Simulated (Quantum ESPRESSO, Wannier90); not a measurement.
# Wannier functions of Ge (P6₃/mmc, model phase)

```xyz
4
Lattice="3.9976 0.0000 0.0000 -1.9988 3.4620 0.0000 0.0000 0.0000 6.5994" Properties=species:S:1:pos:R:3 pbc="T T T"
Ge    -1.9988     1.1540     0.4151
Ge     1.9988    -1.1540    -0.4151
Ge     1.9988    -1.1540    -2.8846
Ge    -1.9988     1.1540     2.8846
```

Structure: Materials Project mp-1007760, symmetrised, not relaxed again. This isn't the element's usual structure (diamond); take it as a model of another phase. Method: PBEsol plane waves in Quantum ESPRESSO 7.5 (PseudoDojo norm-conserving files, 63 Ry, no spin polarisation, no spin-orbit coupling), Bloch states on a 12×12×4 mesh through Γ, Wannier90 4.0.1. Density: 12×12×6 mesh, cold smearing 0.01 Ry. Spin-orbit coupling, left out, would split the p-like bands by a few tenths of an eV.

Base run: 16 functions from bands 21-46 of the 46 computed, start hydrogen-like Ge: s;p, centres 0.05 Å off the atoms, frozen window up to 1.50 eV relative to the Fermi level, outer window open. One thing is changed at a time; window edges are relative to the Fermi level. The misfit compares interpolated bands with pw.x on a high-symmetry path, for states up to 1.0 eV relative to the Fermi level. Converged means that the tolerances were met: symmetric starts can stop on a saddle, which shows as a larger Ω_OD at equal Ω_I and can move the misfit too.

| setting | functions | frozen to (eV) | Ω_I (Å²) | Ω_D (Å²) | Ω_OD (Å²) | rms misfit (meV) | worst (meV) | ended |
|---|---|---|---|---|---|---|---|---|
| base | 16 | 1.50 | 25.69 | 0.06 | 3.06 | 3.4 | 31 | converged |

Starting from this base row, predict which settings stop with an error, and how Ω_I and the misfit move in the others: frozen window to 2.50 eV; frozen window to 0.50 eV; frozen window to 1.00 eV; frozen window to 7.25 eV; no frozen window; outer window to 14.63 eV; outer window to 11.63 eV.


```json
[
 {"setting": "frozen window to 2.50 eV", "functions": "16", "frozen to (eV)": "2.50", "Ω_I (Å²)": "27.78", "Ω_D (Å²)": "0.09", "Ω_OD (Å²)": "3.30", "rms misfit (meV)": "2.8", "worst (meV)": "25", "ended": "converged"},
 {"setting": "frozen window to 0.50 eV", "functions": "16", "frozen to (eV)": "0.50", "Ω_I (Å²)": "23.46", "Ω_D (Å²)": "0.04", "Ω_OD (Å²)": "2.88", "rms misfit (meV)": "56", "worst (meV)": "442", "ended": "converged"},
 {"setting": "frozen window to 1.00 eV", "functions": "16", "frozen to (eV)": "1.00", "Ω_I (Å²)": "24.55", "Ω_D (Å²)": "0.05", "Ω_OD (Å²)": "2.97", "rms misfit (meV)": "7.0", "worst (meV)": "91", "ended": "converged"},
 {"setting": "frozen window to 7.25 eV", "functions": "16", "frozen to (eV)": "7.25", "Ω_I (Å²)": "–", "Ω_D (Å²)": "–", "Ω_OD (Å²)": "–", "rms misfit (meV)": "–", "worst (meV)": "–", "ended": "stops: too many frozen states"},
 {"setting": "no frozen window", "functions": "16", "frozen to (eV)": "none", "Ω_I (Å²)": "22.18", "Ω_D (Å²)": "0.01", "Ω_OD (Å²)": "2.82", "rms misfit (meV)": "245", "worst (meV)": "1362", "ended": "converged"},
 {"setting": "outer window to 14.63 eV", "functions": "16", "frozen to (eV)": "1.50", "Ω_I (Å²)": "26.20", "Ω_D (Å²)": "0.06", "Ω_OD (Å²)": "3.09", "rms misfit (meV)": "3.2", "worst (meV)": "30", "ended": "converged"},
 {"setting": "outer window to 11.63 eV", "functions": "16", "frozen to (eV)": "1.50", "Ω_I (Å²)": "33.06", "Ω_D (Å²)": "0.11", "Ω_OD (Å²)": "3.81", "rms misfit (meV)": "2.7", "worst (meV)": "19", "ended": "converged"}
]
```
